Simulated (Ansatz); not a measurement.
## Formation energy of Te₂Au (Calaverite)

```xyz
3
Lattice="4.1627 0.0000 0.0000 -2.0814 3.6050 0.0000 0.0000 0.0000 5.0639" Properties=species:S:1:pos:R:3 pbc="T T T"
Te    2.0814    1.2017    1.4633
Te    0.0000    2.4034    3.6005
Au    0.0000    0.0000    0.0000
```

The cell comes from a relaxation on PAW files under the same functional, begun from a database entry that needn't be the ground state.

All numbers are PBEsol results (scalar-relativistic) from Ansatz 0.2.0, with a Γ-centred 10×10×7 k mesh, Fermi–Dirac smearing of 0.05 eV, no spin polarisation. Methods: LAPW: all electrons, basis error target 0.5 meV/atom; PAW: frozen-core files, cutoff 420 eV; crystal datasets: all electrons, by PAW datasets that the program makes for each cell.

The elements are taken as Au fcc, Te trigonal Te, each relaxed on PAW files under the same functional and computed by the same method as the compound; zero-point and thermal terms are left out. The functional lacks long-range dispersion, which matters for the layered or molecular reference states.

Spin–orbit coupling is left out, which matters for the heavy atoms. The PAW files were made under PBE.

**Question.** Give the formation energy by each method, with the residual pressure at this cell and the LAPW gap.

**Answer.** 

| method | ΔE(formation) (eV/atom) | P at this cell (GPa) | gap (eV) |
| --- | --- | --- | --- |
| LAPW | -0.100 | 0.00 | 0.00 |
| PAW | -0.100 | -0.01 | – |
| crystal datasets | -0.100 | 0.00 | – |

**Question.** Give the LAPW value for one formula unit in kJ/mol.

**Answer.** -0.100 eV/atom × 3 atoms × 96.485 kJ/(mol·eV) = -28.9 kJ/mol, at zero temperature and without zero-point motion.
